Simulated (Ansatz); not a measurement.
Piezoelectric tensor of Ti₂SnO₆

Level of theory: Ansatz 0.2.0, DFT PBE, scalar-relativistic, plane waves, PAW. Plane waves to 420 eV; Γ-centred k mesh 6×6×4; fixed occupations. No spin polarisation.

The cell, relaxed at this level:
```
Ti Sn O
1.0
     5.03910   -2.84534   -0.01607
     5.03910    2.84534   -0.01607
    -0.06704    0.00000    6.30772
Ti Sn O
2 1 6
Direct
  0.47204 0.99816 0.16373
  0.00184 0.52796 0.83627
  0.52324 0.47676 0.50000
  0.16993 0.26301 0.03467
  0.58387 0.14228 0.36845
  0.24769 0.59331 0.71889
  0.85772 0.41613 0.63155
  0.40669 0.75231 0.28111
  0.73699 0.83007 0.96533
```

The structure comes from a generated guess, relaxed at this level; another structure or a mixture of phases may lie lower. Spin–orbit coupling is left out, which matters for heavy elements.

Problem. Give the relaxed-ion proper piezoelectric stress tensor e_iJ (C/m², Voigt columns xx yy zz yz xz xy).

Solution.
```
x    0.000  0.000  0.000 -0.200  0.000 -0.122
y   -0.074 -0.001  0.060  0.000 -0.225  0.000
z    0.000  0.000  0.000 -0.105  0.000 -0.187
```
Signs follow the orientation of the cell as given.

Problem. With the elastic constants (GPa, Voigt order)
```
21.5  1.0  1.1  0.0 -4.8  0.0
 1.0 26.4 -1.7  0.0  6.7  0.0
 1.1 -1.8 25.8  0.0 -0.9  0.0
 0.0  0.0  0.0 13.1  0.0  6.4
-4.8  6.8 -0.9  0.0 12.3  0.0
 0.0  0.0  0.0  6.4  0.0 12.7
```
find the strain coefficients d = e·C⁻¹ (pC/N).

Solution.
```
x     0.0   0.0   0.0 -14.0   0.0  -2.6
y    -9.6   7.0   2.3   0.0 -25.6   0.0
z     0.0   0.0   0.0  -1.2   0.0 -14.1
```
